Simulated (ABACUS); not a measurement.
A self-consistent single point of Ti₃Al (P6_3/mmc, 8 atoms in the cell; from Materials Project mp-1823, changed as shown) with ABACUS.

Level of theory: PBE, PseudoDojo 0.5 standard norm-conserving PBE (tails mended) pseudopotentials (plane waves; ABACUS 3.10.1).

The change in words: volume scaled by 0.98. Reference geometry (P6_3/mmc):
```yaml
crystal:
  lattice:
    - [5.74770, 0.00000, 0.00000]
    - [-2.87385, 4.97765, 0.00000]
    - [0.00000, 0.00000, 4.63055]
  atoms:
    - { symbol: Ti, position: [0.82990, 0.65980, 0.25000] }
    - { symbol: Ti, position: [0.17010, 0.34020, 0.75000] }
    - { symbol: Ti, position: [0.17010, 0.82990, 0.75000] }
    - { symbol: Ti, position: [0.82990, 0.17010, 0.25000] }
    - { symbol: Ti, position: [0.34020, 0.17010, 0.25000] }
    - { symbol: Ti, position: [0.65980, 0.82990, 0.75000] }
    - { symbol: Al, position: [0.33333, 0.66667, 0.25000] }
    - { symbol: Al, position: [0.66667, 0.33333, 0.75000] }
```

Reference input (self-consistent single point, DFT, PBE, plane waves, PseudoDojo 0.5 standard norm-conserving PBE (tails mended) pseudopotentials): KPT = MP 3 3 3 0 0 0; basis_type = pw; ecutwfc = 84 Ry; smearing_method = mp; smearing_sigma = 0.00999582 Ry; potentials = PseudoDojo 0.5 standard norm-conserving PBE (tails mended); symmetry = 1; symmetry_prec = 1e-05; ks_solver = dav_subspace; scf_nmax = 100; scf_thr = 1.0e-09 Ry; mixing_type = broyden. This run's input differs from it in these lines:

```diff
@@ -28,5 +28,5 @@
 LATTICE_VECTORS
-   5.7477000000    0.0000000000    0.0000000000
-  -2.8738500000    4.9776540000    0.0000000000
-   0.0000000000    0.0000000000    4.6305500000
+   5.7091210000    0.0000000000    0.0000000000
+  -2.8545610000    4.9442440000    0.0000000000
+   0.0000000000    0.0000000000    4.5994700000
```

Log, with long lists cut:

```
 SELF-CONSISTENT
 -------------------------------------------
                                 init_chg = atomic

 PW ALGORITHM --------------- ION=   1  ELEC=   1--------------------------------

 Notice: Threshold on eigenvalues was too large.

 Density error is 0.244114405742
                          Error Threshold = 0.000334054224833
 E_KohnSham     -721.6716017504      -9818.8458685919
 E_Fermi        0.9511530952         12.9411017656

 PW ALGORITHM --------------- ION=   1  ELEC=   2--------------------------------

 Density error is 0.026927131683
                          Error Threshold = 0.000312967186849
   [... lines left out ...]

 Density error is 3.06787971059e-09
                          Error Threshold = 2.84592044096e-11
 E_KohnSham     -721.6994259862      -9819.2244367417
 E_Fermi        0.9214491751         12.5369591982

 PW ALGORITHM --------------- ION=   1  ELEC=  10--------------------------------

 Density error is 6.03237855087e-10
                          Error Threshold = 3.93317911614e-12
 E_KohnSham     -721.6994259868      -9819.2244367497
 E_KS(sigma->0) -721.6998546448      -9819.2302689406
 E_entropy(-TS) 0.0012859739         0.0174965726
 E_Fermi        0.9214456033         12.5369106020
 charge density convergence is achieved
 final etot is -9819.2244367 eV
 EFERMI = 12.536910602 eV

 STATE ENERGY(eV) AND OCCUPATIONS    NSPIN == 1
   [... 46 lines left out ...]

 TOTAL-FORCE (eV/Angstrom)
                       Ti1         0.0000000000        -0.0649548836         0.0000000000
                       Ti2         0.0000000000         0.0649548836         0.0000000000
                       Ti3         0.0562525806        -0.0324774418         0.0000000000
                       Ti4        -0.0562525806         0.0324774418         0.0000000000
                       Ti5         0.0562525740         0.0324774418         0.0000000000
                       Ti6        -0.0562525740        -0.0324774418         0.0000000000
                       Al1         0.0000000000         0.0000000000         0.0000000000
   [... lines left out ...]

 TOTAL-STRESS (KBAR)
        36.7695891724         0.0000037184         0.0000000000
         0.0000037184        36.7695864844         0.0000000000
         0.0000000000         0.0000000000        28.9461110253
 TOTAL-PRESSURE: 34.161762 KBAR

 --------------------------------------------
 !FINAL_ETOT_IS -9819.2244367497096391 eV
 --------------------------------------------
```

The run converged in 10 iterations. Against the reference run the free energy rises by 4.5 meV/atom, the pressure goes from 0.93 to 3.42 GPa and the largest force moves little (0.061 to 0.065 eV/Å).

The structure comes from a collection of computed structures, made at another level of theory; the collection holds predicted forms beside known ones. No clean gap shows at this smearing width and mesh (spacing up to 0.46 Å⁻¹); the mesh is coarse for partly filled bands, so the values carry mesh errors.

Cost on one core: very roughly 100 core-seconds.

“Tails mended”: in these copies of the files the far tail of each local potential was reset to the Coulomb form.
